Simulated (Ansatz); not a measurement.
## Profile along the Sc–Sc line in Sc (hcp, Mg type)

Sc (hcp, Mg type), conventional cell a = 3.3295 Å, b = 3.3295 Å, c = 5.1919 Å, α = 90.00°, β = 90.00°, γ = 120.00°. The calculation uses the primitive cell of 2 atoms, to which meshes and values per cell refer.

Fields along a shortest Sc–Sc line of a (1 -1 0 0) plane (3.33 Å), from Sc to Sc, interpolated on the slice's grid (step about 0.2 Å). Calculation: r2SCAN (plane waves to 500 eV, PAW, scalar-relativistic; Ansatz, a program for electronic structure). k mesh 16×16×9. Near the nuclei the fields are pseudised (PAW); where an atom keeps semicore shells as valence, they peak there. Sc is run without spin polarisation. Sc was relaxed with its symmetry unable to fall.

```json
[
 {"distance from Sc (Å)": "0.00", "valence electron density (e/Å³)": "7.33", "electron localisation function": "x"},
 {"distance from Sc (Å)": "0.33", "valence electron density (e/Å³)": "6.51", "electron localisation function": "x"},
 {"distance from Sc (Å)": "0.67", "valence electron density (e/Å³)": "2.34", "electron localisation function": "0.74"},
 {"distance from Sc (Å)": "1.00", "valence electron density (e/Å³)": "0.34", "electron localisation function": "0.21"},
 {"distance from Sc (Å)": "1.33", "valence electron density (e/Å³)": "0.13", "electron localisation function": "0.11"},
 {"distance from Sc (Å)": "1.67", "valence electron density (e/Å³)": "0.11", "electron localisation function": "0.31"},
 {"distance from Sc (Å)": "2.00", "valence electron density (e/Å³)": "0.13", "electron localisation function": "0.11"},
 {"distance from Sc (Å)": "2.33", "valence electron density (e/Å³)": "0.34", "electron localisation function": "0.21"},
 {"distance from Sc (Å)": "2.66", "valence electron density (e/Å³)": "2.34", "electron localisation function": "0.74"},
 {"distance from Sc (Å)": "3.00", "valence electron density (e/Å³)": "6.51", "electron localisation function": "x"},
 {"distance from Sc (Å)": "3.33", "valence electron density (e/Å³)": "7.33", "electron localisation function": "x"}
]
```

x: too close to a nucleus for the ELF to mean much.

Density on the Sc–Sc line (3.33 Å) at its midpoint: 0.11 e/Å³. ELF at that point: 0.3.
